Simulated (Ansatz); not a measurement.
# From a trial cell to the properties of rocksalt-structured ZrB

The computed numbers are results of r²SCAN, scalar-relativistic (no spin polarisation) in the plane-wave PAW code Ansatz at 500 eV, 12×12×12 k-mesh, Gaussian smearing of 0.05 eV. The datasets are Ansatz's generated set soft_2.

The compound is reported in the structure type of the start.

Starting cell:

```
CELL_PARAMETERS angstrom
0.00000 2.33273 2.33273
2.33273 0.00000 2.33273
2.33273 2.33273 0.00000
ATOMIC_POSITIONS crystal
Zr 0.50000 0.50000 0.50000
B 0.00000 0.00000 0.00000
```

The first steps of the search for zero pressure:

```tsv
run	level	k-mesh	kind	V (Å³/atom)	P (GPa)	gap on the mesh (eV)
1	PBE, 420 eV	8×8×8	fixed cell	12.69	32.3	metal
```

**Question.** At which volume does r²SCAN reach zero pressure?

**Answer.** 14.81 Å³/atom, about 16.7 % over the start.

The steps that followed:

```tsv
run	level	k-mesh	kind	V (Å³/atom)	P (GPa)	E − E(final) (meV/atom)	gap on the mesh (eV)
2	PBE, 420 eV	8×8×8	fixed cell	14.22	6.3	–	metal
3	PBE, 420 eV	8×8×8	fixed cell	14.79	-0.4	–	metal
4	r²SCAN	12×12×12	fixed cell	14.79	0.2	0.0	metal
5	r²SCAN	12×12×12	fixed cell	14.85	-0.4	0.1	metal
6	r²SCAN	12×12×12	fixed cell	14.81	0.0	0.0	metal
```

The final structure (symmetry read at 0.01 Å). The structure is cubic, space group Fm-3m (No. 225). The conventional cell has a = 4.911 Å, b = 4.911 Å, c = 4.911 Å, α = 90.00°, β = 90.00°, γ = 90.00°. Zr (site symmetry m-3m) has 6 B at 2.46 Å as nearest neighbours. Around B (site symmetry m-3m) lie 6 Zr at 2.46 Å. (Shells end 15 % past the nearest neighbour.)

```
atom  site  symmetry       x       y       z
  Zr    4b      m-3m  0.5000  0.0000  0.0000
   B    4a      m-3m  0.0000  0.0000  0.0000
```

- At the final geometry the gap, band path included, is zero (metallic).
- The equation of state gives B0 = 164 GPa and B0′ = 3.9.
- Against the elements' standard states, run alike and uncorrected, the formation energy is -0.45 eV/atom.

**What lies behind the numbers.**

With 15 valence electrons in the calculation's cell and no magnetic order, the bands, two electrons each, can't all be full or empty: band theory demands a metal. (Only strong correlation, outside this picture, could make a Mott insulator of it.)

Spin polarisation wasn't tried.
